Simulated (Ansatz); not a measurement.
Ansatz (a program for electronic structure) input:

Ansatz 0.2 input:
```yaml
crystal:
  lattice:
    - [0.0, 2.2972967922, 2.2972967922]
    - [2.2972967922, 0.0, 2.2972967922]
    - [2.2972967922, 2.2972967922, 0.0]
  atoms:
    - { symbol: Zr, position: [0.5, 0.5, 0.5] }
    - { symbol: N, position: [0.0, 0.0, 0.0] }
kpoints:
  mp_grid: { grid: [15, 15, 15] }
basis: { xc_grid: 2 }
hamiltonian:
  xc: pbe
  pseudopotentials: { kind: paw }
scf:
  occupations: { method: gaussian, width: 0.05 }
checkpoint: { read: metal.run }
output: { write_density: true, elf: true, volumetric_format: npy }
```

Output (shortened):

```
Pseudopotential: Zr, paw, valence charge 12
Pseudopotential: N, paw, valence charge 5
Functional definition: PBE
Crystal: 2 atoms, lattice volume = 24.248 Å³
Basis set: ecut = 420 eV, 459 PW (Γ), exchange–correlation on 48×48×48 points (8 copies of the dense FFT grid, shifted against one another)
Bands: 17, of which v1, the nominal top of the filled ones, is band 9 counted from 1 (8 counted from 0)
Symmetry: 48 space group operations
Space group: Fm-3m (ITA 225), of the structure as read, at distance tolerance 2.9e-5 Å
k-points: 120 of 3375
Stability of the state it starts from, as read at its close in the unpolarized treatment …
iter 1 solved again at ethr=5.77e-9 eV; its pass at ethr=3.10e-3 eV (dr2=9.81e-7 eV) is discarded
SCF iter   1: F=—  HF=-4571.310787 eV  |F-HF|=—  |Δ(HF+E_count)|=         —  Δρ=1.54e-7  dr2=3.59e-12  ethr=5.77e-9  ⟨swp⟩=3.1  Hψ=15275  notcnv=0
preconditioner: auto → none
SCF iter   2: F=-4571.310787 eV  HF=-4571.310787 eV  |F-HF|=3.64e-12  |Δ(HF+E_count)|=  4.91e-10  Δρ=1.49e-7  dr2=4.87e-12  ethr=1.00e-12  ⟨swp⟩=5.0  Hψ=6466  notcnv=0
SCF 1 converged in 2 iterations: F = -4571.310787 eV  dr2 = 4.87e-12
SCF converged after 2 iterations
Free energy (F): -4571.310787 eV
Harris-Foulkes:  -4571.310787 eV  (|F-HF|=3.64e-12)
Internal energy: -4571.309940 eV  (E = F + TS)
E sigma→0 (E₀):  -4571.310364 eV
Entropy (-TS):   -0.000846 eV (-0.423 meV/atom)
Fermi energy:    17.582124 eV
--- Per-component energies (eV) ---
  E_band       = -27.956207
  E_kinetic    = 467.146859
  E_local      = -626.473133  (includes V_loc(G=0)·N_el)
  E_nonlocal   = 123.143550
  E_hartree    = 188.551555
  E_xc         = -224.168978
  E_vxc        = -270.613704  (∫ρ·V_xc dr)
  E_paw        = -3080.400966  (= ΣΔE_a)
  E_vpaw       = -98.262991  (= ΣTr[D̂ρ^β])
  E_aug_tail   = 0.000118  (compensation charges beyond the density's cutoff)
  E_ewald      = -1419.108945
  E_smearing   = -0.000846  (= −TS)
  E_closure    = 0.000000  (closes the sum)
  Σ components = -4571.310787   (vs F -4571.310787, Δ=0.00e0)
  [band-id]    e_kinetic+e_local+e_nonlocal+2·e_hartree+e_vxc+e_vpaw+e_augmentation_tail = -27.956192   (vs E_band -27.956207, Δ=1.53e-5)
--- Band table (eV; the first three rows and the last of 120) ---
  k-point 0: bands = ["-32.0405", "-9.6690", "-9.6690", "-9.6690", "1.3083", "14.9146", "14.9146", "14.9146", "17.1668", "17.1668", "17.1668", "19.1325", "19.1325", "20.3766", "26.7148", "39.9187", "39.9187"]
  k-point 1: bands = ["-32.0347", "-9.7239", "-9.6731", "-9.6731", "1.3978", "14.5247", "14.6505", "14.6505", "17.3031", "17.3031", "17.3031", "19.4630", "19.4630", "20.6455", "27.0130", "38.7979", "39.3220"]
  k-point 2: bands = ["-32.0181", "-9.8755", "-9.6844", "-9.6844", "1.6509", "13.6636", "14.0698", "14.0698", "17.5565", "17.6518", "17.6518", "20.2934", "20.2934", "21.3306", "27.8297", "37.0212", "37.8676"]
  k-point 119: bands = ["-31.8591", "-10.3252", "-10.2951", "-10.0543", "2.4466", "12.1001", "12.8160", "12.8318", "18.2577", "18.9290", "22.0065", "22.1767", "23.4660", "28.8876", "29.0792", "29.5913", "33.0479"]
```

Cost: around 2.9 core-seconds (rough) on shared cores.

Symmetry was held in the PBE relaxation; of distortions, only those at the zone centre were tested. The run is not spin-polarised. With an odd number of electrons in the cell and no spin polarisation, the count alone makes it a metal. Spin–orbit coupling is left out wherever it is not named.

Potentials: the later of the program's two PAW sets.

Ansatz is a plane-wave DFT program.
